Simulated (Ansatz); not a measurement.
Cu Kα1 powder pattern (kinematic, no thermal factors).
2θ (°) (relative intensity): 25.28 (100), 26.35 (1), 29.26 (3), 29.31 (1), 33.64 (2), 41.86 (24), 41.89 (49), 49.53 (31), 49.60 (16), 51.92 (1), 60.68 (8), 60.80 (4), 66.81 (6), 66.86 (12), 76.47 (15), 76.54 (8), 82.03 (7), 82.08 (3), 82.18 (3)

The pattern is computed from a structure relaxed with DFT PBE, scalar-relativistic, plane waves, PAW (Ansatz). No spin polarisation. Its elements are As, Ga, Sb.

Problem. Give the structure.

Solution. Ga4Sb3As.
Space group I-42m (No. 121). a = 6.100 Å, b = 6.100 Å, c = 12.179 Å, α = 90.00°, β = 90.00°, γ = 90.00°
```tsv
atom	site	symmetry	x	y	z
Ga	8i	..m	0.2625	0.2625	0.3793
Sb	2b	-42m	0.5000	0.5000	0.0000
Sb	4d	-4..	0.0000	0.5000	0.2500
As	2a	-42m	0.0000	0.0000	0.0000
```

A pattern alone doesn't exclude other cells with like lines; this is the one computed.

The structure comes from a generated guess; another structure or a mixture of phases may lie lower.
